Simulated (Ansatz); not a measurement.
**Question.** Each is relaxed and computed with DFT-r²SCAN in the program Ansatz with PAW potentials. Which is the only one with a gap?
A. TiP, P6_3/mmc (Ti on 4f, P on 2a, P on 2d)
B. TiSi2, Fddd (Si on 16f, Ti on 8a)
C. TiO2, Pbcn (Ti on 4c, O on 8d)
D. TiC, rock salt

**Answer.** C, TiO2, Pbcn (Ti on 4c, O on 8d). TiO2: gap 3.05 eV (indirect); TiP: metal; TiSi2: metal; TiC: metal. Not the usual ambient phase: TiO2, Pbcn (Ti on 4c, O on 8d). Standing as an ambient phase not checked: TiP, P6_3/mmc (Ti on 4f, P on 2a, P on 2d). All cells were relaxed under the symmetry of their starts (and spin orders); stability against distortions was not tested throughout. Rows with no word on spin ran without spin polarisation.

Potentials: the later of the program's two PAW sets.
